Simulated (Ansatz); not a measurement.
# The polar optical mode of AlN at 12 GPa, worked through

Computed with Ansatz, DFT LDA, scalar-relativistic, plane waves, PAW. Cutoff 420 eV, 10×10×10 k-points (Γ-centred), fixed occupations. No spin polarisation. Phonons by linear response, acoustic sum rule imposed.

The cell, relaxed at 12 GPa:
```
Al N
1.0
     0.00000    2.13405    2.13405
     2.13405    0.00000    2.13405
     2.13405    2.13405    0.00000
Al N
1 1
Direct
  0.00000 0.00000 0.00000
  0.75000 0.75000 0.75000
```

Other phases may be more stable at this pressure.

Linear response gives ν_TO = 714.4 cm⁻¹, Born charges ±2.539 e (positive on Al) and ε∞ = 4.460. The primitive cell holds 19.438 Å³, and the masses are 26.982 and 14.007 amu.

Task: Find ν_LO and the static dielectric constant.

Result: The long-wave field adds a restoring force: ω_LO² − ω_TO² = Z*²e²/(ε_vac ε∞ μV). In these units ν_LO² − ν_TO² = 4.92064×10⁷ Z*²/(μ V ε∞) cm⁻², with μ = m₁m₂/(m₁ + m₂) = 9.220 amu: 396712 cm⁻². So ν_LO = √(714.4² + 396712) = 952.4 cm⁻¹, and the run gives 952.4. Lyddane–Sachs–Teller then gives ε0 = ε∞ (ν_LO/ν_TO)² = 7.93, against 7.93 in the run (it forms both from the same three quantities, so the match checks the arithmetic only). Between ν_TO and ν_LO the dielectric function is negative and an undamped crystal reflects fully: a reststrahlen band from 10.5 to 14.0 μm.

Task: What do the Clausius–Mossotti polarisability and the Szigeti charge come to?

Result: With the Lorentz local field, α = (3V/4π)(ε∞ − 1)/(ε∞ + 2) = 2.49 Å³ for the pair, and e_S = 3Z*/(ε∞ + 2) = 1.18 e. The Born charge includes the electrons' response to the dipole's own local field, and e_S takes that enhancement out. The Lorentz field assumes point-like polarisable ions, a poor picture once ε∞ is this large, since the electron clouds then overlap or are shared, so both numbers are formal here.

Task: How strongly does a slow electron couple to the LO mode?

Result: For one isotropic parabolic band, Fröhlich's constant is α_F = (1/ε∞ − 1/ε0) √(m* Ry/ħω_LO), with Ry = 13.606 eV, ħω_LO = 118.1 meV and m* in free-electron masses: α_F = 0.0981 × 10.73 × √m* = 1.05 √m*. The band mass isn't part of this run; for m* = 0.1, 0.3 and 1 it gives 0.33, 0.58, 1.05. In weak coupling the polaron lies α_F ħω_LO below the band edge (68 meV at m* = 0.3) with a mass m*(1 + α_F/6); past α_F of about 5 or 6 that expansion fails. A semilocal functional's ε∞ tends to be too large, which taken alone lowers α_F.

This zinc-blende form isn't the usual stable structure of the compound at low pressure.

Cost: 1 run of about 0.61 core-minutes, on Intel Xeon Platinum 8259CL (Skylake/Cascade Lake) (shared hosts).